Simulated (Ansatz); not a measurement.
# Zr started on a Mg site and Zr started on a Mg site, 5.48 Å apart on the ideal sites in antifluorite Mg2Si, 96 atoms, charge 0

Theory: DFT, PBEsol, PAW, plane waves (Ansatz).

Command:

```sh
ansatz run in.yaml --threads 4 --pin off --max-ram 42750MiB --runs-dir r --events-out ev --progress --plain --backend cuda --devices 0, --max-vram 37GiB
```

The input less its lattice and atoms:

```yaml
crystal:
  symmetry: { detect: false }
kpoints:
  mp_grid: { grid: [1, 1, 1], shift: [0.25, 0.25, 0.25] }
hamiltonian:
  xc: pbesol
scf:
  occupations: { method: fermi_dirac, width: 0.01 }
relax:
  f_tol: 0.03
  max_steps: 80
  escape_saddle: false
  adjacent_minimum: "off"
output:
  forces: true
  eigenvalues: true
  populations: true
```

Start:

```xyz
96
Lattice="12.6495 0.0000 0.0000 0.0000 12.6495 0.0000 0.0000 0.0000 12.6495" Properties=species:S:1:pos:R:3 pbc="T T T"
Mg    4.7723    1.5998    1.5648
Mg    4.7846    1.5873    7.9022
Mg    4.7725    7.9181    1.5733
Mg   11.0836    1.5939    1.5806
Mg   11.0517    1.5789    7.8961
Mg   11.0381    7.8783    1.5739
Mg   11.1066    7.9030    7.8831
Mg    1.5572    4.7492    1.5647
Mg    1.5973    4.7403    7.8956
Mg    1.6041   11.0596    1.5607
Mg    1.5638   11.0501    7.9090
Mg    7.9402    4.7556    1.5674
Mg    7.8949    4.7447    7.9188
Mg    7.8804   11.0482    1.5743
Mg    7.9090   11.0369    7.8994
Mg    1.5742    1.5670    4.7686
Mg    1.5803    1.5935   11.0545
Mg    1.5676    7.8849    4.7395
Mg    1.6060    7.8840   11.0727
Mg    7.9065    1.5784    4.7467
Mg    7.9045    1.5632   11.0575
Mg    7.9258    7.8809    4.7148
Mg    7.8884    7.9061   11.0905
Mg    1.5743    1.6021    1.5525
Mg    1.5628    1.5884    7.8556
Mg    1.5873    7.8905    1.6053
Mg    1.5722    7.9160    7.8995
Mg    7.9379    1.5543    1.5735
Mg    7.9095    1.5768    7.8781
Mg    7.9340    7.8735    1.5726
Mg    7.9110    7.8746    7.9713
Mg    4.7640    4.7479    4.7424
Mg    4.7255    4.7268   11.0646
Mg    4.7420   11.0716    4.7075
Mg    4.7550   11.0466   11.0910
Mg   11.0901    4.7241    4.7326
Mg   11.0431    4.7325   11.0606
Mg   11.0999   11.0506    4.7457
Mg   11.0324   11.0882   11.0674
Mg    4.7200    4.7626    1.5723
Mg    4.7470    4.7469    7.8785
Mg    4.7970   11.0699    1.5707
Mg    4.7587   11.0627    7.9004
Mg   11.0881    4.7540    1.5957
Mg   11.0483    4.7218    7.8987
Mg   11.0742   11.0624    1.5771
Mg   11.0788   11.0581    7.9053
Mg    4.7195    1.5748    4.7103
Mg    4.7257    1.5482   11.0790
Mg    4.7637    7.9265    4.7727
Mg    4.7664    7.9175   11.0653
Mg   11.0492    1.5926    4.7438
Mg   11.0415    1.5354   11.0659
Mg   11.0661    7.8964    4.7847
Mg   11.1188    7.9148   11.0460
Mg    1.6042    4.7315   11.0771
Mg    1.5737   11.0555    4.7136
Mg    1.5473   11.0750   11.0494
Mg    7.9035    4.7358    4.7194
Mg    7.8844    4.7370   11.0956
Mg    7.8803   11.1015    4.7437
Mg    7.8874   11.0423   11.0815
Zr    4.7458    7.8983    7.9281
Zr    1.5493    4.7224    4.7428
Si   12.6116    0.0198    0.0261
Si    0.0036   12.6204    6.3267
Si    0.0065    6.3326    0.0092
Si   12.6148    6.3232    6.3403
Si    6.3571   12.6130    0.0144
Si    6.3299    0.0605    6.3355
Si    6.3467    6.3137   12.6425
Si    6.3385    6.3397    6.3140
Si    3.1804    3.1669   12.6294
Si    3.1429    3.1726    6.3117
Si    3.1563    9.4778    0.0304
Si    3.1601    9.4978    6.2993
Si    9.4830    3.1665   12.6377
Si    9.4673    3.1764    6.3225
Si    9.4457    9.5239    0.0297
Si    9.4885    9.4983    6.3095
Si    3.1666   12.6356    3.1814
Si    3.1656    0.0035    9.4705
Si    3.1936    6.3462    3.1574
Si    3.1839    6.3294    9.4564
Si    9.4867    0.0162    3.1451
Si    9.4924    0.0355    9.4856
Si    9.4890    6.3085    3.1653
Si    9.4970    6.3061    9.4779
Si   12.6489    3.1444    3.2023
Si    0.0050    3.1397    9.4974
Si   12.6151    9.5025    3.1589
Si   12.6335    9.4703    9.5123
Si    6.3295    3.1588    3.1733
Si    6.3203    3.1533    9.5101
Si    6.3201    9.4614    3.1468
Si    6.2709    9.5134    9.4752
```

Steps:

```csv
step,energy less the first (eV),largest force component (eV/Å)
start,0.000,0.580
1,-0.152,1.286
2,-0.580,0.063
3,-0.589,0.015
```

End:

```xyz
96
Lattice="12.6495 0.0000 0.0000 0.0000 12.6495 0.0000 0.0000 0.0000 12.6495" Properties=species:S:1:pos:R:3 pbc="T T T"
Mg    4.7441    1.5702    1.5715
Mg    4.7281    1.6032    7.8882
Mg    4.7275    7.8880    1.6070
Mg   11.0871    1.5981    1.5984
Mg   11.0599    1.5703    7.9049
Mg   11.0595    7.9041    1.5722
Mg   11.0954    7.8881    7.8892
Mg    1.5876    4.7485    1.5296
Mg    1.5495    4.7073    7.9282
Mg    1.5760   11.0636    1.5878
Mg    1.5600   11.0715    7.9318
Mg    7.9031    4.7346    1.5865
Mg    7.9115    4.7173    7.9314
Mg    7.9084   11.0683    1.5696
Mg    7.9107   11.0671    7.8712
Mg    1.5860    1.5278    4.7477
Mg    1.5754    1.5865   11.0629
Mg    1.5497    7.9265    4.7070
Mg    1.5617    7.9309   11.0709
Mg    7.9019    1.5858    4.7354
Mg    7.9085    1.5690   11.0687
Mg    7.9106    7.9310    4.7223
Mg    7.9129    7.8698   11.0726
Mg    1.6148    1.5765    1.5755
Mg    1.5528    1.5720    7.9250
Mg    1.5520    7.9269    1.5716
Mg    1.5571    7.9355    7.9347
Mg    7.9152    1.5749    1.5758
Mg    7.8979    1.5799    7.9092
Mg    7.8975    7.9096    1.5841
Mg    7.9568    7.8948    7.9002
Mg    4.7669    4.7075    4.7071
Mg    4.7726    4.7197   11.0719
Mg    4.7724   11.0709    4.7203
Mg    4.7107   11.0684   11.0698
Mg   11.0173    4.7464    4.7479
Mg   11.0769    4.7350   11.0625
Mg   11.0767   11.0612    4.7367
Mg   11.0599   11.0688   11.0697
Mg    4.7659    4.7121    1.5724
Mg    4.7751    4.7160    7.9347
Mg    4.7496   11.0574    1.5822
Mg    4.7384   11.1158    7.8980
Mg   11.0645    4.7744    1.5752
Mg   11.0635    4.7126    7.9246
Mg   11.0659   11.0755    1.5773
Mg   11.0721   11.0578    7.9103
Mg    4.7638    1.5728    4.7140
Mg    4.7496    1.5819   11.0579
Mg    4.7761    7.9354    4.7186
Mg    4.7393    7.8963   11.1166
Mg   11.0628    1.5740    4.7750
Mg   11.0662    1.5758   11.0754
Mg   11.0631    7.9237    4.7148
Mg   11.0742    7.9098   11.0582
Mg    1.5966    4.7558   11.0395
Mg    1.5969   11.0392    4.7569
Mg    1.5814   11.0740   11.0742
Mg    7.8785    4.7556    4.7560
Mg    7.9148    4.7392   11.0731
Mg    7.9154   11.0731    4.7416
Mg    7.8876   11.0461   11.0471
Zr    4.7318    7.8896    7.8923
Zr    1.5912    4.7524    4.7543
Si    0.0011    0.0113    0.0114
Si    0.0064   12.6338    6.3225
Si    0.0073    6.3223   12.6352
Si    0.0350    6.2971    6.2984
Si    6.3241   12.6333   12.6339
Si    6.3182    0.0091    6.3223
Si    6.3192    6.3222    0.0103
Si    6.2883    6.3465    6.3483
Si    3.1631    3.1667   12.6350
Si    3.1362    3.1932    6.2972
Si    3.1630    9.4773    0.0107
Si    3.1894    9.4485    6.3492
Si    9.5009    3.1596    0.0105
Si    9.4741    3.1663    6.3226
Si    9.4750    9.4846   12.6347
Si    9.4996    9.4767    6.3239
Si    3.1621   12.6340    3.1681
Si    3.1624    0.0098    9.4778
Si    3.1349    6.2956    3.1973
Si    3.1878    6.3465    9.4499
Si    9.5001    0.0099    3.1609
Si    9.4745   12.6341    9.4846
Si    9.4746    6.3215    3.1687
Si    9.5003    6.3218    9.4781
Si    0.0571    3.2171    3.2190
Si   12.6427    3.1522    9.4918
Si   12.6421    9.4919    3.1541
Si   12.6431    9.4922    9.4923
Si    6.3322    3.1514    3.1527
Si    6.3318    3.1522    9.4914
Si    6.3318    9.4912    3.1536
Si    6.2665    9.4264    9.4270
```

Self-consistency was reached.

Time: 10 s of wall time on one NVIDIA H100 with 4 processor threads, on a host shared with other runs; peak host memory 1.7 GiB.

Problem. How much energy did the relaxation gain, and which atom moved most?

Solution. 0.59 eV in 3 steps, from a start with small random displacements; atom 96 (Si) moved 0.10 Å, the median atom 0.04 Å (drift of the whole cell removed).

The run had no spin, and a state with a moment may lie lower. The one k point has no symmetry partners, which can distort the end along one axis.
